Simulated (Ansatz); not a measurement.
The relaxed structure here is a generated cell of Si2Ni: the first start was made by placing the elements on the sites of a structure type, and the end was not matched to a known phase here, so it may be hypothetical. Known forms of Si2Ni include space group No. 225.

A relaxed cell of Si2Ni (P4/nmm (No. 129)), relaxed on a k-mesh at least as fine as the one used below. Method: PBEsol (plane waves to 420 eV, PAW, scalar-relativistic; Ansatz, a program for electronic structure). Γ-centred k-mesh 9×9×6 on the run's cell (coarser than for final values), Fermi–Dirac smearing 0.05 eV.

```
CELL_PARAMETERS angstrom
      6.99488     0.00000     0.00000
      3.49744     3.49744     0.00000
      0.00000     0.00000     6.15165
ATOMIC_POSITIONS crystal
  Si 0.00000 0.00000 0.00000
  Si 0.50000 0.00000 0.00000
  Si 0.00000 0.50000 0.00000
  Si 0.50000 0.50000 0.00000
  Si 0.25000 0.00000 0.37974
  Si 0.75000 0.00000 0.37974
  Si 0.75000 0.50000 0.62026
  Si 0.25000 0.50000 0.62026
  Ni 0.25000 0.00000 0.75178
  Ni 0.75000 0.00000 0.75178
  Ni 0.75000 0.50000 0.24822
  Ni 0.25000 0.50000 0.24822
```

The atoms are displaced along an unstable phonon of this cell by (Å):

```csv
atom,ux,uy,uz
Si1,0.000,0.000,0.150
Si2,0.000,0.000,-0.150
Si3,0.000,0.000,-0.001
Si4,0.000,0.000,0.001
Si5,0.045,0.000,0.000
Si6,-0.045,0.000,0.000
Si7,0.000,-0.045,0.000
Si8,0.000,0.045,0.000
Ni9,-0.098,-0.001,0.000
Ni10,0.098,0.001,0.000
Ni11,0.001,0.098,0.000
Ni12,-0.001,-0.098,0.000
```

Task: What forces (eV/Å) and pressure result?

Result: 
```csv
atom,Fx,Fy,Fz
Si1,0.00,0.00,0.13
Si2,0.00,0.00,-0.13
Si3,0.00,0.00,0.00
Si4,0.00,0.00,0.00
Si5,0.01,0.00,0.06
Si6,-0.01,0.00,0.06
Si7,0.00,-0.01,-0.06
Si8,0.00,0.01,-0.06
Ni9,-0.17,0.00,0.00
Ni10,0.17,0.00,0.00
Ni11,0.00,0.17,0.00
Ni12,0.00,-0.17,0.00
```

Pressure +0.2 GPa.

The undisplaced cell is probably no minimum: from this displacement the run went on to Pbcm (No. 57), 0.11 eV/atom below it.

No spin polarisation in the result: the starting moments vanished. A magnetic state may lie lower.
